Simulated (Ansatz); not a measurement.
Space group I4/mmm (No. 139). a = 4.166 Å, b = 4.166 Å, c = 10.956 Å, α = 90.00°, β = 90.00°, γ = 90.00°
| atom | site | symmetry | x | y | z |
| --- | --- | --- | --- | --- | --- |
| Sr | 2a | 4/mmm | 0.0000 | 0.0000 | 0.0000 |
| As | 4e | 4mm | 0.5000 | 0.5000 | 0.1393 |
| Ru | 4d | -4m2 | 0.5000 | 0.0000 | 0.2500 |

Equation of state of this SrAs2Ru2 structure (not necessarily the ground state), with shape and atoms relaxed at each volume where symmetry leaves them free. It has no gap at any of these volumes. Method: DFT PBEsol, scalar-relativistic, plane waves, PAW in Ansatz 0.2.0.

Plane waves to 420 eV, a k mesh through Γ of 12×12×12 on the computed 5-atom cell and Gaussian smearing (0.10 eV); no spin polarisation.

| V (Å³/atom) | E − E(largest V) (meV/atom) | P (GPa) |
| --- | --- | --- |
| 16.737 | 49.25 | 14.64 |
| 17.307 | 6.82 | 9.37 |
| 17.878 | -18.88 | 5.23 |
| 18.449 | -31.67 | 2.11 |
| 19.019 | -35.14 | -0.01 |
| 19.590 | -31.92 | -1.79 |
| 20.160 | -22.37 | -3.63 |
| 20.921 | 0.00 | -5.75 |

Q: Does one Birch–Murnaghan curve describe these points?

A: Not well: the fit leaves 0.54 meV/atom rms, which suggests a change of structure or state along the series.